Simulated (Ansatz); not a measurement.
Nb:
```xyz
1
Lattice="-1.6334 1.6334 1.6334 1.6334 -1.6334 1.6334 1.6334 1.6334 -1.6334" Properties=species:S:1:pos:R:3 pbc="T T T"
Nb     0.0000     0.0000     0.0000
```

Relaxed with PBE+D3(BJ). Special points in fractions of this cell's reciprocal vectors: Γ (0.000, 0.000, 0.000); H (0.500, -0.500, 0.500); N (0.000, 0.000, 0.500); P (0.250, 0.250, 0.250).

List the band energies nearest the Fermi level at these points for DFT-PBE+D3(BJ) in the program Ansatz with PAW potentials.

In eV from the Fermi level; about four levels below and three above (degenerate sets whole), none deeper than 8.9 eV; … stands for higher levels left out; points with the same levels are listed once.

```
k              below           above
-  -----------------  --------------
Γ              -5.95  0.36 0.36 0.36
H        -3.91 -3.91               …
N        -3.85 -1.75     2.47 3.44 …
P  -1.10 -1.10 -1.10               …
```

Space group Im-3m (bcc (W type)). The cell was relaxed with PBE+D3(BJ) under the symmetry of its start. The run is not spin-polarised. The pairwise dispersion correction was not fitted to metals. Spin–orbit coupling is left out wherever it is not named.

Potentials: the later of the program's two PAW sets.
